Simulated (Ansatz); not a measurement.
The relaxed structure here is a generated cell of Bi: the first start was made by placing the elements on the sites of a structure type, and the end was not matched to a known phase here, so it may be hypothetical. Known forms of Bi include space group No. 166.

A relaxed structure of Bi. All values below come from PBE (plane waves to 420 eV, PAW, scalar-relativistic; Ansatz, a quantum-chemistry and plane-wave program).

```cif
data_Bi
_chemical_formula_sum 'Bi1'
_space_group_name_H-M_alt 'P 1'
_space_group_IT_number 1
_cell_length_a 3.55638
_cell_length_b 3.55638
_cell_length_c 3.55638
_cell_angle_alpha 60.000
_cell_angle_beta 60.000
_cell_angle_gamma 60.000
loop_
_space_group_symop_operation_xyz
  'x, y, z'
loop_
_atom_site_label
_atom_site_type_symbol
_atom_site_fract_x
_atom_site_fract_y
_atom_site_fract_z
_atom_site_occupancy
Bi1 Bi 0.00000 0.00000 0.00000 1
```

Find the space group and the Wyckoff positions (tolerance 0.01 Å).

Space group Fm-3m (No. 225); a = 5.029 Å, b = 5.029 Å, c = 5.029 Å, α = 90.00°, β = 90.00°, γ = 90.00°

```tsv
atom	site	symmetry	x	y	z
Bi	4a	m-3m	0.0000	0.0000	0.0000
```

This is the fcc (Cu type).

Give the shortest distances between elements (the closest pairs, up to four, under 3.6 Å).

Bi–Bi 3.56 Å.

- Volume per atom: 31.81 Å³
- Band gap: no gap (metallic)

No spin polarisation in the result.

The run could not lose the symmetry of its start, so the end can be a saddle point.
